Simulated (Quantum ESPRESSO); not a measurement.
# Computed records: MgIn3P3S (made-up cell)

Computed with Quantum ESPRESSO 7.5. Calculation on a made-up crystal cell, not a measurement: periodic Kohn-Sham density functional theory in plane waves with PseudoDojo standard norm-conserving scalar-relativistic pseudopotentials, each functional with its own files (v0.5 for PBE, v0.4.1 for LDA and PBEsol), no spin polarisation, no spin-orbit coupling, atoms not relaxed, stress positive in tension, energies less a fixed whole-eV offset for each atom's element; levels are Kohn-Sham levels at fractions of this cell's reciprocal vectors, counted from the reference band (half the neutral cell's valence electrons, rounded up) at Gamma; error bars cover cutoff and k-mesh only, not smearing or the files; added strain carries the atoms with the cell, and shear is the tensor component; each bar is the largest change over components, and at least 0.002 eV, 0.002 eV per angstrom or 0.02 GPa; energies are for the whole cell, and the offsets were chosen from early runs and are not element reference energies.

Common to all runs: lattice type zincblende/diamond; functional pbe; cutoff 1143 eV; fermi dirac smearing 0.025 eV; scf tolerance 1e-07 eV; electrons removed 0; k mesh 4 x 4 x 4, shifted by half a step.

(1) MgIn3P3S (made-up cell)

```
MgIn3P3S
1.0
      5.9972     0.0833    -0.0583
      0.0833     6.0390     0.0700
     -0.0583     0.0700     5.9562
In Mg In S P
1 1 2 1 3
Direct
  -0.01198 0.00849 0.00749
  -0.00486 0.52662 0.48952
  0.48525 0.00357 0.51040
  0.51511 0.48153 0.00356
  0.23153 0.26372 0.22832
  0.23755 0.74167 0.73794
  0.75751 0.27019 0.76357
  0.75815 0.76828 0.26725
```

* free energy less offsets: 1.549 eV
* smearing term minus ts: 0 eV
* scf iterations: 11
* pressure: -0.9149 GPa
* stress xx: 0.7292 GPa
* stress yy: 1.34 GPa
* stress zz: 0.6751 GPa
* stress yz: 1.268 GPa
* stress xz: -0.6012 GPa
* stress xy: 1.226 GPa
* error bar energy: 0.004714 eV
* error bar stress: 0.02 GPa
* error bar force: 0.006026 eV/Å
* error bars from: tighter rerun of a related cell

Atoms:
| atoms element | atom site | atom energy offset (eV) |
| --- | --- | --- |
| In | 1 | -1808 |
| Mg | 2 | -1617 |
| In | 3 | -1808 |
| In | 4 | -1808 |
| S | 5 | -302 |
| P | 6 | -189 |
| P | 7 | -189 |
| P | 8 | -189 |

Forces:
| site | x (eV/Å) | y (eV/Å) | z (eV/Å) |
| --- | --- | --- | --- |
| 1 | 0.1204 | -1.098 | -0.7337 |
| 2 | 0.2277 | -0.873 | 0.5202 |
| 3 | 0.545 | -0.05929 | 0.4222 |
| 4 | -0.3516 | 1.809 | 0.1176 |
| 5 | 0.2868 | 0.1297 | 0.9604 |
| 6 | 0.3132 | 0.492 | 0.9276 |
| 7 | 0.03796 | -0.4895 | -1.556 |
| 8 | -1.179 | 0.08939 | -0.6582 |

(2) MgIn3P3S (made-up cell)

```
MgIn3P3S
1.0
      5.9972     0.0833    -0.0583
      0.0833     6.0390     0.0700
     -0.0583     0.0700     5.9562
In Mg In S P
1 1 2 1 3
Direct
  -0.01198 0.00849 0.00749
  -0.00486 0.52662 0.48952
  0.48525 0.00357 0.51040
  0.51511 0.48153 0.00356
  0.23153 0.26372 0.22832
  0.23755 0.74167 0.73794
  0.75751 0.27019 0.76357
  0.75807 0.77389 0.26719
```

* free energy less offsets: 1.551 eV
* smearing term minus ts: 0 eV
* scf iterations: 11
* pressure: -0.9065 GPa
* stress xx: 0.7318 GPa
* stress yy: 1.322 GPa
* stress zz: 0.666 GPa
* stress yz: 1.253 GPa
* stress xz: -0.4394 GPa
* stress xy: 1.145 GPa
* error bar energy: 0.004714 eV
* error bar stress: 0.02 GPa
* error bar force: 0.006026 eV/Å
* error bars from: tighter rerun of a related cell

Atoms:
| atoms element | atom site | atom energy offset (eV) |
| --- | --- | --- |
| In | 1 | -1808 |
| Mg | 2 | -1617 |
| In | 3 | -1808 |
| In | 4 | -1808 |
| S | 5 | -302 |
| P | 6 | -189 |
| P | 7 | -189 |
| P | 8 | -189 |

Forces:
| site | x (eV/Å) | y (eV/Å) | z (eV/Å) |
| --- | --- | --- | --- |
| 1 | 0.1729 | -1.025 | -0.7943 |
| 2 | 0.132 | -0.7859 | 0.435 |
| 3 | 0.5032 | -0.008323 | 0.4565 |
| 4 | -0.3445 | 1.829 | 0.126 |
| 5 | 0.2861 | 0.1553 | 0.9609 |
| 6 | 0.3161 | 0.4882 | 0.9292 |
| 7 | 0.04195 | -0.4652 | -1.558 |
| 8 | -1.108 | -0.1883 | -0.555 |
